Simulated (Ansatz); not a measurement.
A relaxed cell of Rb₂YOsC₆N₆ is given with its symmetry left out. The cell was found from a structure generator's guess, not taken from experiment.

The calculation used DFT PBE, scalar-relativistic, plane waves, PAW (Ansatz). Cutoff 420 eV, Γ-centred mesh, Gaussian smearing, no spin polarisation.

```
CELL_PARAMETERS angstrom
0.00000 5.55293 5.55293
5.55293 0.00000 5.55293
5.55293 5.55293 0.00000
ATOMIC_POSITIONS crystal
Rb 0.25000 0.25000 0.25000
Rb 0.75000 0.75000 0.75000
Y 0.50000 0.50000 0.50000
Os 0.00000 0.00000 0.00000
C 0.81851 0.18149 0.18149
C 0.18149 0.81851 0.18149
C 0.18149 0.18149 0.81851
C 0.18149 0.81851 0.81851
C 0.81851 0.18149 0.81851
C 0.81851 0.81851 0.18149
N 0.71169 0.28831 0.28831
N 0.28831 0.71169 0.28831
N 0.28831 0.28831 0.71169
N 0.28831 0.71169 0.71169
N 0.71169 0.28831 0.71169
N 0.71169 0.71169 0.28831
```

Energies over the elements count from the elements' standard structures at the same level (N₂ as a molecule), with no fitted energy shifts.

Task: What space group does it have?

Result: Fm-3m (No. 225). Conventional cell: a = 11.106 Å. Rb has 12 N at 3.95 Å and 12 C at 4.00 Å; Y is surrounded by 6 N at 2.35 Å; Os has 6 C at 2.02 Å; C has 1 N at 1.19 Å, 1 Os at 2.02 Å, 4 C at 2.85 Å, 1 Y at 3.54 Å, 4 N at 3.78 Å and 4 Rb at 4.00 Å; N has 1 C at 1.19 Å, 1 Y at 2.35 Å, 1 Os at 3.20 Å, 4 N at 3.32 Å, 4 C at 3.78 Å and 4 Rb at 3.95 Å.

Task: What is its formation energy per atom?

Result: −0.31 eV/atom. It lies below the elements, which doesn't yet make it stable against other compounds or structures.

Task: Is it a metal?

Result: Yes, bands cross the Fermi level on the 6×6×6 mesh.

Task: From what recipe could a structure generator have reached it?

Result: One such recipe: cyanide-bridged rock-salt net of two metals, 2 guest cations a cell (Fm-3m, No. 225). Other recipes can lead to the same cell.

The last run used a 6×6×6 mesh for its 16-atom cell and Gaussian smearing of 0.10 eV. These runs have no spin–orbit coupling, which can matter for Os. The reference form of C is held partly by dispersion forces, which this level lacks. A structure relaxed within its symmetry needn't be a true minimum.
